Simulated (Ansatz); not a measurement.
# InAg$_{5}$Se$_{4}$Cl$_{2}$, a known structure type with other elements, at an estimated volume

```
CELL_PARAMETERS angstrom
-7.67484 0.00000 0.00000
0.00000 0.00000 6.48254
0.00000 5.77141 3.24127
ATOMIC_POSITIONS crystal
Cl 0.50000 0.29000 0.65360
Cl 0.50000 0.94360 0.34640
Ag 0.77920 0.68167 0.38202
Ag 0.22080 0.06369 0.61798
Ag 0.22080 0.68167 0.38202
Ag 0.77920 0.06369 0.61798
Se 0.00000 0.11184 0.29612
Se 0.00000 0.40796 0.70388
Ag 0.50000 0.40207 0.00000
Se 0.77230 0.64990 0.00000
Se 0.22770 0.64990 0.00000
In 0.00000 0.46020 0.00000
```

Method: r2SCAN, no spin polarisation; PAW, plane waves to 500 eV, 5×6×6 Γ-centred mesh, fermi-dirac occupations (width 0.1 eV) (Ansatz 0.2.0), atoms fixed.

(1) Which atom feels the largest force, and which way?

(2) What happens at the Fermi level?

(3) Is the cell too large or too small?

(4) Describe some of the short contacts.

(5) Is it stable against the elements?

Origin: a known structure type with other elements, at an estimated volume, so it need not be a known compound. Caveats: many states at the Fermi level without spin polarisation, so a magnetic state may lie lower; atoms or cell far from equilibrium.

## Answers

(1) The largest is on Se7 (and as large on other atoms): 9.44 eV/Å, components (0.00, 7.45, -5.78). It makes 179° with the line to a nearest neighbour, In12 at 2.15 Å, pointing away from it.

(2) It is a metal, with about 9.4 states/eV a cell as the mean within 0.25 eV of the Fermi level, mostly Se p (66 %) and Ag d (23 %).

(3) The pressure is 12.8 GPa (compression positive), so with the atoms held at these fractions the cell would first expand; the forces are large, so a full relaxation may end otherwise.

(4) Se–In at 2.14 Å: least valence density 0.91 e/Å³ and ELF 0.37 there. Ag–Se at 2.62 Å: least valence density 0.38 e/Å³ and ELF 0.22 there. Cl–Ag at 2.67 Å: least valence density 0.28 e/Å³ and ELF 0.11 there. These are pseudo-fields; inside the PAW spheres they differ from the all-electron ones.

(5) 0.20 eV an atom against the elements' usual phases (free molecules for gases, crystals otherwise, with no correction for O₂ or N₂), so at this geometry it isn't bound against them. Relaxing would lower it.
